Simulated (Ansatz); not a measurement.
# Property card for InSb

InSb:
```yaml
crystal:
  lattice:
    - [4.17345, 0.00000, 0.00000]
    - [-2.08673, 3.61432, 0.00000]
    - [0.00000, 0.00000, 7.34891]
  atoms:
    - { symbol: In, position: [0.00000, 0.00000, 0.00000] }
    - { symbol: In, position: [0.00000, 0.00000, 0.50000] }
    - { symbol: Sb, position: [0.33333, 0.66667, 0.25000] }
    - { symbol: Sb, position: [0.66667, 0.33333, 0.75000] }
```

Space group P6_3/mmc (No. 194), NiAs type; conventional cell a = 4.173 Å, b = 4.173 Å, c = 7.349 Å, α = 90.00°, β = 90.00°, γ = 120.00°.

Method: PBEsol in the plane-wave PAW code Ansatz. Geometry: relaxed at this level of theory. Other levels are named where they apply.

**Cell and energy**

| Item | Value |
|---|---|
| Volume per atom | 27.71 Å³ |
| Density | 7.09 g/cm³ |
| Formation energy from the elements (no fitted shifts) | 0.032 eV/atom |

**Electronic structure**

| Property | Value |
|---|---|
| Electronic character | metallic (no gap) |
| Density of states at the Fermi level | 0.53 states/eV per atom (mean over ±0.08 eV) |
| Gap with spin–orbit coupling | none (metallic) |

**Mechanics**

| Property | Value |
|---|---|
| Bulk modulus (Birch–Murnaghan fit) | 54.2 GPa |
| Pressure derivative B′ | 4.8 |
| Elastic constants (relaxed ions, GPa) | C11 = 64.5, C12 = 45.3, C13 = 47.8, C33 = 84.8, C44 = 23.9 |
| Mechanical stability | stable (all eigenvalues of C positive) |
| Hill bulk and shear moduli | 54.4 and 15.1 GPa |
| Young's modulus | 41.4 GPa |
| Poisson's ratio | 0.37 |
| Debye temperature from the elastic constants | 162 K |

**Phonons**

| Quantity | Result |
|---|---|
| Highest zone-centre frequency | 114 cm⁻¹ |
| Zone-centre stability | no imaginary mode at Γ |

The start of the workflow was typed in or built on a structure type; neither database checked (COD, Materials Project) lists it. It is not the phase usual at ambient conditions (space group No. 216). The cell was relaxed with PBEsol under the symmetry of its start. As this level gives no gap, shear constants depend on the k-mesh and smearing (Fermi–Dirac, 0.1 eV here). As this level gives no gap, phonon frequencies hold no LO–TO term and depend on the k-mesh and smearing (Fermi–Dirac, 0.1 eV here). The references are the lowest solids computed at this level, not always the standard phases. Scalar-relativistic: spin–orbit coupling is off unless named, which matters more the heavier the elements.

Potentials: the earlier of the program's two PAW sets. The files were generated under PBE; for other functionals the program regenerates the frozen cores, and for LDA and PBEsol the local potential too.
